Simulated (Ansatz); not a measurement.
PbAu₂ (cubic Laves (MgCu2 type), space group No. 227) at seven volumes, PBEsol in the plane-wave PAW code Ansatz, scaled uniformly. One row is withheld.

```json
[
 {"V (Å³/atom)": "19.084", "P (GPa)": "12.91"},
 {"V (Å³/atom)": "19.713", "P (GPa)": "7.74"},
 {"V (Å³/atom)": "20.342", "P (GPa)": "3.49"},
 {"V (Å³/atom)": "20.971", "P (GPa)": "0.00"},
 {"V (Å³/atom)": "21.600", "P (GPa)": "-2.88"},
 {"V (Å³/atom)": "22.229", "P (GPa)": "?"},
 {"V (Å³/atom)": "22.858", "P (GPa)": "-7.18"}
]
```

**Question.** Fit the shown pressures and predict the withheld one.

**Answer.** Third-order Birch–Murnaghan: P = (3/2)B₀(x^(7/2) − x^(5/2))[1 + (3/4)(B′ − 4)(x − 1)] with x = (V₀/V)^(2/3). Least squares on the six rows gives V₀ = 20.970 Å³/atom, B₀ = 105.6 GPa, B′ = 5.51. At V = 22.229, x = 0.9619 and P = -5.24 GPa. The run itself gave -5.24 GPa.

Space group Fd-3m (cubic Laves (MgCu2 type)). The workflow started from a Materials Project entry (that database holds measured and hypothetical structures alike); the Crystallography Open Database files this formula in space group No. 227, but the cells were not matched. Its standing as an ambient phase is unchecked. The PBEsol relaxation kept the symmetry of its start; phonons show weakly imaginary modes. Spin–orbit coupling is left out wherever it is not named.

Potentials: the later of the program's two PAW sets.
